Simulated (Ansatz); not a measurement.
CuI (zinc blende)

```
CELL_PARAMETERS angstrom
      0.00000     2.96969     2.96969
      2.96969     0.00000     2.96969
      2.96969     2.96969     0.00000
ATOMIC_POSITIONS crystal
  I  0.75000 0.75000 0.75000
  Cu 0.00000 0.00000 0.00000
```

Equation-of-state scan: isotropic scaling of the cell above, V₀ being its volume. Symmetry pins the atoms to their sites.

All values below come from PBEsol (plane waves to 420 eV, PAW, scalar-relativistic; Ansatz, a program for electronic structure). k mesh 10×10×10 (Γ-centred), Fermi-Dirac smearing 0.05 eV. E stands for the smeared free energy. Stress and pressure are positive under compression. CuI is run without spin polarisation. CuI was relaxed with its symmetry unable to fall. Spin-orbit coupling is left out, though I is heavy. The zero of ΔE is the relaxed starting cell.

```tsv
V (Å³/atom)	ΔE (meV/atom)
23.571	50.1
24.008	33.5
24.444	20.7
24.880	11.2
25.317	4.8
25.753	1.1
26.190	0.0
26.627	1.1
27.063	4.2
27.499	withheld
27.936	15.7
28.372	23.8
28.809	33.1
```

Fit a third-order Birch-Murnaghan form (E₀, V₀, B₀, B₀′ free) to the given rows and predict ΔE at V = 27.499.

Least squares on the 12 given rows: ΔE = E₀ + (9V₀B₀/16)·y²·[2 + (B₀′ − 4)y], y = (V₀/V)^(2/3) − 1, with V₀ = 26.189 Å³/atom, B₀ = 49.35 GPa (160.2 GPa = 1 eV/Å³; the term in eV is multiplied by 1000), B₀′ = 5.21, E₀ = 0.00 meV/atom; root-mean-square residual 0.03 meV/atom. At 27.499 the fit gives 9.1 meV/atom; the calculation gives 9.1 meV/atom, the same to the digits shown. For the pressure the fit gives -2.12 GPa against the computed -2.12 GPa.

(A scan under strain: stresses follow from slopes of the energy per volume, elastic moduli from its curvatures.)
